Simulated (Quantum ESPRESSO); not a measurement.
pw.x input (Quantum ESPRESSO 7.5; PBEsol, PseudoDojo standard norm-conserving files, scalar-relativistic):

```
&CONTROL
  calculation = 'scf'
  pseudo_dir = './pseudo'
  outdir = './out'
  tprnfor = .true.
  tstress = .true.
/
&SYSTEM
  ibrav = 0
  nat = 3
  ntyp = 2
  ecutwfc = 84.0
  ecutrho = 336.0
  occupations = 'smearing'
  smearing = 'fd'
  degauss = 0.002
  nbnd = 19
/
&ELECTRONS
  conv_thr = 3e-10
/
ATOMIC_SPECIES
S 32.0600 S.upf
Pt 195.0840 Pt.upf
CELL_PARAMETERS angstrom
  3.582498297964   0.000000000000   0.000000000000
 -1.791249148982   3.102534535052   0.000000000000
  0.000000000000   0.000000000000   4.660181532000
ATOMIC_POSITIONS crystal
S   0.666666667000   0.333333333000   0.741351521400
S   0.333333333667   0.666666666333   0.258648478600
Pt   0.000000000333   0.000000000000   0.000000000000
K_POINTS automatic
9 9 6 0 0 0
```

End of the output:

```

[...]
     the Fermi energy is    12.4812 ev
!    total energy              =    -305.27348260 Ry
     estimated scf accuracy    <          1.1E-11 Ry
     smearing contrib. (-TS)   =      -0.00003230 Ry
     internal energy E=F+TS    =    -305.27345030 Ry
     The total energy is F=E-TS. E is the sum of the following terms:
     one-electron contribution =    -130.01963648 Ry
     hartree contribution      =      77.47719372 Ry
     xc contribution           =     -59.85330399 Ry
     ewald contribution        =    -192.87770355 Ry
     convergence has been achieved in  11 iterations
     Forces acting on atoms (cartesian axes, Ry/au):
     atom    1 type  1   force =     0.00000000    0.00000000    0.00816395
     atom    2 type  1   force =     0.00000000    0.00000000   -0.00816395
     atom    3 type  2   force =     0.00000000    0.00000000    0.00000000
     Total force =     0.011546     Total SCF correction =     0.000008
     Computing stress (Cartesian axis) and pressure
          total   stress  (Ry/bohr**3)                   (kbar)     P=      -14.00
  -0.00010651   0.00000000   0.00000000          -15.67        0.00        0.00
   0.00000000  -0.00010651   0.00000000            0.00      -15.67        0.00
   0.00000000   0.00000000  -0.00007245            0.00        0.00      -10.66
```

Spin-orbit coupling is not included.

Geometry relaxed with PBE+D3(BJ).
